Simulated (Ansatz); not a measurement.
This cell of GaN (rock salt) is off equilibrium:

```xyz
2
Lattice="0.0000 2.1841 2.1259 2.1841 0.0000 2.1259 2.1841 2.1841 0.0000" Properties=species:S:1:pos:R:3 pbc="T T T"
Ga     0.0000     0.0000     0.0000
N      2.1841     2.1841     2.1259
```

Calculation: PBEsol (plane waves to 420 eV, PAW, scalar-relativistic; Ansatz, a program for electronic structure). k mesh 13×13×13 (Γ-centred), Fermi-Dirac smearing 0.05 eV. E stands for the smeared free energy. Compression counts positive. GaN was relaxed with its symmetry unable to fall. This is one of several known forms of GaN; the measured ambient cells at hand have space group No. 186 or 216.

### Question
What is the stress tensor (GPa)?

### Answer
```
  -15.6      0.0      0.0
    0.0    -15.6      0.0
    0.0      0.0    -12.8
```
The pressure, a third of the trace, is -14.7 GPa.

### Question
It is the relaxed cell deformed to V/V₀ = 1.080, (c/a)/(c/a)₀ = 0.973, c along z, fractional positions held. What is its energy relative to the relaxed cell?

### Answer
39.1 meV/atom.

(Under strain, the slope of the energy per volume gives the stress and its curvature an elastic modulus.)
